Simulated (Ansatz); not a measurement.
MoW:
```
CELL_PARAMETERS angstrom
      1.29286    -5.30614     0.00000
      1.29286     5.30614     0.00000
      0.00000     0.00000     4.68799
ATOMIC_POSITIONS crystal
  W  0.67929 0.32071 0.25000
  Mo 0.93110 0.06890 0.25000
  W  0.32071 0.67929 0.75000
  Mo 0.06890 0.93110 0.75000
```

Relaxed with r²SCAN. Special points in fractions of this cell's reciprocal vectors: Γ (0.000, 0.000, 0.000); Y (-0.500, 0.500, 0.000); C0 (-0.265, 0.735, 0.000); Σ0 (0.265, 0.265, 0.000); Z (0.000, 0.000, 0.500); A0 (0.265, 0.265, 0.500); E0 (-0.265, 0.735, 0.500); T (-0.500, 0.500, 0.500); S (0.000, 0.500, 0.000); R (0.000, 0.500, 0.500).

Question: List the band energies nearest the Fermi level at these points for r²SCAN (plane waves, PAW; program Ansatz).

Answer: In eV from the Fermi level; about four levels below and three above (degenerate sets whole), none deeper than 8.9 eV; points with the same levels are listed once.

```
k                     below                above
--  -----------------------  -------------------
Γ    -2.09 -1.79 -0.83 0.00       0.45 1.30 1.65
Y   -2.29 -2.22 -1.63 -1.24       0.81 1.09 1.10
C0  -2.73 -1.81 -1.00 -0.32       0.32 0.61 1.64
Z   -3.27 -3.27 -2.05 -2.05  0.62 0.62 1.63 1.63
A0  -1.61 -1.61 -0.47 -0.47  0.60 0.60 1.69 1.69
T   -2.35 -2.35 -1.60 -1.60  0.86 0.86 2.43 2.43
S   -1.94 -1.83 -0.72 -0.28       0.14 0.33 1.92
R   -2.39 -2.39 -1.46 -1.46  0.13 0.13 0.43 0.43
```

Space group Cmcm. The start of the workflow was typed in or built on a structure type; neither database checked (COD, Materials Project) lists it. Whether it is the stable phase at ambient conditions was not checked. The cell was relaxed with r²SCAN under the symmetry of its start; whether a distortion lowers the energy is not shown. The run is not spin-polarised. Its formation energy is positive at this level, so the cell may be metastable or incomplete. Spin–orbit coupling is left out wherever it is not named.

Potentials: the earlier of the program's two PAW sets.
